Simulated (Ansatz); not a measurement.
MnF2:
```
MnF2
1.0
    3.43200    -3.43200     0.00000
    3.43200     3.43200     0.00000
    0.00000     0.00000     3.27309
Mn F
2 4
Direct
  0.00000   0.00000   0.00000
  0.50000   0.50000   0.50000
  0.69691   0.69691   0.00000
  0.80309   0.19691   0.50000
  0.30309   0.30309   0.00000
  0.19691   0.80309   0.50000
```
Starting moments (μB, in the order of the atoms Mn Mn F F F F): 4.7 -4.7 0.0 0.0 0.0 0.0.

Relaxed with PBEsol. Special points in fractions of this cell's reciprocal vectors: Γ (0.000, 0.000, 0.000); Y (-0.500, 0.500, 0.000); C0 (-0.500, 0.500, 0.000); Σ0 (0.500, 0.500, 0.000); Z (0.000, 0.000, 0.500); A0 (0.500, 0.500, 0.500); E0 (-0.500, 0.500, 0.500); T (-0.500, 0.500, 0.500); S (0.000, 0.500, 0.000); R (0.000, 0.500, 0.500).

Q: List the band energies nearest the valence-band maximum at these points for DFT-PBEsol in the program Ansatz with PAW potentials.

A: In eV from the valence-band maximum; about four levels below and three above (degenerate sets whole), none deeper than 8.9 eV; points with the same levels are listed once.

| k | below | above |
|---|---|---|
| Γ ↑ | -1.47 -1.29 -0.38 -0.07 | 2.04 2.45 2.99 |
| Y ↑ | -1.46 -1.21 -0.55 -0.07 | 2.54 2.98 2.99 |
| Z ↑ | -1.45 -1.19 -0.50 -0.23 | 2.74 2.78 2.90 |
| A0 ↑ | -1.46 -1.31 -0.52 -0.06 | 2.71 2.75 2.98 |
| S ↑ | -1.42 -1.26 -0.07 0.00 | 2.45 2.92 2.96 |
| R ↑ | -1.46 -1.31 -0.61 -0.03 | 2.72 2.76 2.98 |

Space group P4_2/mnm (rutile). Symmetry was held in the PBEsol relaxation, as lowered by the spin order; of distortions, only those at the zone centre were tested. Magnetic state: antiferromagnetic, chosen from 5 collinear starts compared on coarse meshes (ties went to the first, and starts can fall back to one state), not a proven ground state. No Hubbard U is applied. Point labels and valley counts follow the cell and symmetry of the run, lower than the named group.

Potentials: the later of the program's two PAW sets.
